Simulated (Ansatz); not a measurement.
In HgTe (zinc blende type) the Hg atom of the primitive cell, with all its periodic images, is moved by 0.06 Å along [111].

```
CELL_PARAMETERS angstrom
0.00000 3.33000 3.33000
3.33000 0.00000 3.33000
3.33000 3.33000 0.00000
ATOMIC_POSITIONS crystal
Hg 0.00520 0.00520 0.00520
Te 0.25000 0.25000 0.25000
```

Computed with Ansatz 0.2.0 development build, HSE06, plane waves, all-electron PAW datasets generated for the crystal, Dirac's equation for the inner shells Hg 4p, Hg 4d, Te 4p, Te 3d and those below them, point nucleus.

Cutoff 270 eV; exchange singularity: regularized; k-mesh 4×4×4 Γ-centred; Fermi–Dirac smearing of 0.1 eV; no spin polarisation; no spin–orbit coupling.

Q: What force results?

A: The force on it along the displacement is -0.1671 eV/Å, a force constant of 2.79 eV/Å². A one-sided step along [111] also holds the cubic anharmonicity.

```json
{"atom": "Hg1", "Fx (eV/Å)": "-0.0965", "Fy (eV/Å)": "-0.0965", "Fz (eV/Å)": "-0.0965"}
{"atom": "Te2", "Fx (eV/Å)": "0.0965", "Fy (eV/Å)": "0.0965", "Fz (eV/Å)": "0.0965"}
```

The k-mesh is coarse, so these values belong to this mesh and can lie far from the converged ones.
